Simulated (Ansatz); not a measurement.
A geometry of Ba away from equilibrium: step 3 of the relaxation of a generated cell, Ba placed in the AFLOW prototype A_hP3_152_a (A8, as in Se). All values below come from r2SCAN (plane waves to 500 eV, PAW, scalar-relativistic; Ansatz, a program for electronic structure). Γ-centred k-mesh 7×7×5 on the run's cell (coarser than for final values), Fermi–Dirac smearing 0.05 eV. The plane waves were selected for a different cell earlier on the path.

```yaml
crystal:
  lattice:
    - [5.61187, 0.00000, 0.00000]
    - [-2.80594, 4.86002, 0.00000]
    - [0.00000, 0.00000, 6.46033]
  atoms:
    - { symbol: Ba, position: [0.29247, 0.00000, 0.83333] }
    - { symbol: Ba, position: [0.00000, 0.29247, 0.16667] }
    - { symbol: Ba, position: [0.70753, 0.70753, 0.50000] }
```

### Question
What forces act on the atoms (eV/Å)?

### Answer
```tsv
atom	Fx	Fy	Fz
Ba1	0.50	0.00	0.00
Ba2	-0.25	0.43	0.00
Ba3	-0.25	-0.43	0.00
```

The path ends in Im-3m (No. 229) (bcc (W type)). No spin polarisation in the result.

The run could not lose the symmetry of its start.
